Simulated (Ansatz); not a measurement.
# Computed properties of Zn$_{5}$InGaO$_{8}$

Zn₅InGaO₈:
```yaml
crystal:
  lattice:
    - [1.63660, 0.94489, 19.02957]
    - [-1.63660, 0.94489, 19.02957]
    - [0.00000, -1.88979, 19.02957]
  atoms:
    - { symbol: In, position: [0.00065, 0.00065, 0.00065] }
    - { symbol: O, position: [0.68648, 0.68648, 0.68648] }
    - { symbol: Zn, position: [0.72072, 0.72072, 0.72072] }
    - { symbol: O, position: [0.06495, 0.06495, 0.06495] }
    - { symbol: Zn, position: [0.09934, 0.09934, 0.09934] }
    - { symbol: O, position: [0.77692, 0.77692, 0.77692] }
    - { symbol: Ga, position: [0.81141, 0.81141, 0.81141] }
    - { symbol: O, position: [0.14484, 0.14484, 0.14484] }
    - { symbol: O, position: [0.84600, 0.84600, 0.84600] }
    - { symbol: Zn, position: [0.19008, 0.19008, 0.19008] }
    - { symbol: O, position: [0.22458, 0.22458, 0.22458] }
    - { symbol: Zn, position: [0.90203, 0.90203, 0.90203] }
    - { symbol: O, position: [0.93652, 0.93652, 0.93652] }
    - { symbol: Zn, position: [0.28058, 0.28058, 0.28058] }
    - { symbol: O, position: [0.31492, 0.31492, 0.31492] }
```

Space group R3m (No. 160); conventional cell a = b = 3.2732 Å, c = 57.0887 Å, α = β = 90.00°, γ = 120.00°.

Method: the program Ansatz at the r²SCAN level (PAW). Geometry: relaxed at this level of theory. Other levels are named where they apply.

### Cell and energy

```yaml
volume_per_atom: 11.77 Å³
density: 6.01 g/cm³
Formation energy from the elements (no fitted shifts): -1.72 eV/atom
```

### Electronic structure

```yaml
band_gap: 1.42 eV (direct)
valence_band_maximum: at Γ
conduction_band_minimum: at Γ
electron_effective_mass: 0.21 mₑ (isotropic)
Hole effective mass, band 1 of 2 at the edge: 2.4 along x (mₑ)
Hole effective mass, band 2 of 2 at the edge: 0.39 along x (mₑ)
```

### Charges

```yaml
bader_charges: In +1.95, O -1.34 to -1.28, Zn +1.29 to +1.30, Ga +1.98 e
```

The start of the workflow was typed in or built on a structure type; neither database checked (COD, Materials Project) lists it. Whether it is the stable phase at ambient conditions was not checked. Symmetry was held in the r²SCAN relaxation; its stability against distortions is not shown here. The references are the lowest solids computed at this level, not always the standard phases (solids in place of the gases). Scalar-relativistic: spin–orbit coupling is off unless named, which matters more the heavier the elements.

Potentials: the earlier of the program's two PAW sets.
